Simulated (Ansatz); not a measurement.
Starting cell, GaIr (CsCl type):

```yaml
crystal:
  lattice:
    - [5.99681, 0.00000, 0.00000]
    - [2.99840, 2.99840, 0.00000]
    - [0.00000, 0.00000, 2.99840]
  atoms:
    - { symbol: Ga, position: [0.00000, 0.00000, 0.00000] }
    - { symbol: Ga, position: [0.50000, 0.00000, 0.00000] }
    - { symbol: Ir, position: [0.00000, 0.50000, 0.50000] }
    - { symbol: Ir, position: [0.50000, 0.50000, 0.50000] }
```

A phonon eigenvector at M = (0.5, 0.5, 0.0) is frozen into this cell: atom i moves by Q times the vector below, so Q is the largest atomic displacement, in Å. The cell is held. (q is in reciprocal vectors of the primitive cell; the cell shown is doubled to hold the pattern.)

| atom | x | y | z |
|---|---|---|---|
| Ga1 | 0.000 | 0.000 | -1.000 |
| Ga2 | 0.000 | 0.000 | 1.000 |

Atoms not listed stay in place.

Level of theory: LDA (plane waves to 420 eV, PAW, scalar-relativistic; Ansatz, an electronic-structure program). k mesh 15×15×15 (Γ-centred), Fermi-Dirac smearing 0.05 eV. With partly filled bands, energies and forces of such displacements shift with the k mesh and the smearing. GaIr is run without spin polarisation. GaIr was relaxed with its symmetry unable to fall. Spin-orbit coupling is left out, though Ir is heavy. 

| Q (Å) | −dE/dQ from forces (eV/Å) |
|---|---|
| -0.180 | 2.167 |
| -0.150 | 1.796 |
| -0.120 | 1.429 |
| -0.090 | 1.067 |
| -0.060 | 0.710 |
| -0.030 | 0.354 |
| 0.000 | 0.000 |
| 0.030 | -0.354 |
| 0.060 | -0.710 |
| 0.090 | -1.067 |
| 0.120 | -1.429 |
| 0.150 | -1.796 |
| 0.180 | -2.167 |

What harmonic wavenumber does the curvature at Q = 0 give?

152 cm⁻¹. E″ = 11.80 eV/Å², M = Σ mᵢ|uᵢ|² = 139.4 u, ν̃ = 521.5·√(|E″|/M).

(A displaced cell: forces are minus the slopes of the energy, force constants its curvatures, and phonons follow from these.)
